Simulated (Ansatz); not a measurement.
CsCu₂ICl₂:
Space group P2₁/m (No. 11); a = 7.552 Å, b = 5.396 Å, c = 8.719 Å, α = γ = 90.00°, β = 110.65°

```csv
atom,site,symmetry,x,y,z
Cs,2e,m,0.6731,0.2500,0.3686
Cu,4f,1,0.1134,0.0011,0.1472
I,2e,m,0.2022,0.2500,0.9229
Cl,2e,m,0.1312,0.2500,0.3710
Cl,2e,m,0.3809,0.7500,0.2557
```

Relaxed with PBEsol. 

### Question
HSE06 on this cell (Ansatz, a program for electronic structure, PAW) gives a gap of 3.64 eV. What does PBEsol give?

### Answer
2.09 eV.

Cost on shared cores: the PBEsol run (SCF on a 4×5×4 mesh, then bands and DOS) roughly 8 core-minutes, the HSE06 run (SCF on 3×3×2, then a few points) roughly 8 core-minutes; the tasks are unlike.

Space group P2_1/m. The first step of the workflow began from a Materials Project structure, measured or hypothetical; the Crystallography Open Database copy checked does not list it. Whether it is the stable phase at ambient conditions was not checked. The PBEsol relaxation kept the symmetry of its start; whether a distortion lowers the energy is not shown. The run is not spin-polarised. Scalar-relativistic: spin–orbit coupling is off unless named, which matters more the heavier the elements.

Potentials: the later of the program's two PAW sets.

Ansatz is a plane-wave DFT program.
